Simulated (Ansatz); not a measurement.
**ScHg: stiffness from a series of strains**

```
CELL_PARAMETERS angstrom
3.48000 0.00000 0.00000
0.00000 3.48000 0.00000
0.00000 0.00000 3.48000
ATOMIC_POSITIONS crystal
Sc 0.50000 0.50000 0.50000
Hg 0.00000 0.00000 0.00000
```

Atom numbers follow the list: Sc1, Hg2.

The cell is COD entry 1522352, as deposited and not checked against the literature; nothing was relaxed.

Spin polarisation is left out, and whether a magnetic state lies lower isn't shown here.

No spin–orbit coupling, which matters for the heavy atoms here.

These are results of Ansatz 0.2.0, DFT, PBEsol, all-electron LAPW, scalar-relativistic, not measurements.

The runs use a Γ-centred 12×12×12 k mesh, Fermi–Dirac smearing of 0.08 eV, basis error target 0.5 meV/atom, no spin polarisation.

The strain is applied along the Cartesian axes of the cell as listed (the other components stay zero). Fractional coordinates are held (clamped ions).

σ is the change of stress from the unstrained cell, which is at -0.92 GPa; tension is positive, so slopes are stress–strain coefficients at that pressure. In a metal the k mesh adds noise.

Only quantities that a quadratic follows smoothly over the whole series are listed; rougher ones are left out.

```tsv
εzz	σzz (GPa)	σxx (GPa)
-0.0200	-2.25	-1.51
0.0000	0.00	0.00
0.0100	1.03	0.70
0.0200	2.00	1.36
```

(1) Fit the series and read off the stiffness at zero strain.

(2) One run, at εzz = -0.0100, is withheld. Predict its row.

Answers

(1) Least-squares fits y = p0 + p1 x + p2 x² to the rows give σzz (GPa): p1 = 106, p2 = -310; σxx (GPa): p1 = 71.8, p2 = -190. So C11 = 106 GPa and C12 = 72 GPa, which gives B = (C11 + 2 C12)/3 = 83 GPa.

(2) The fits give -1.09, -0.74; the run gave -1.10, -0.73.
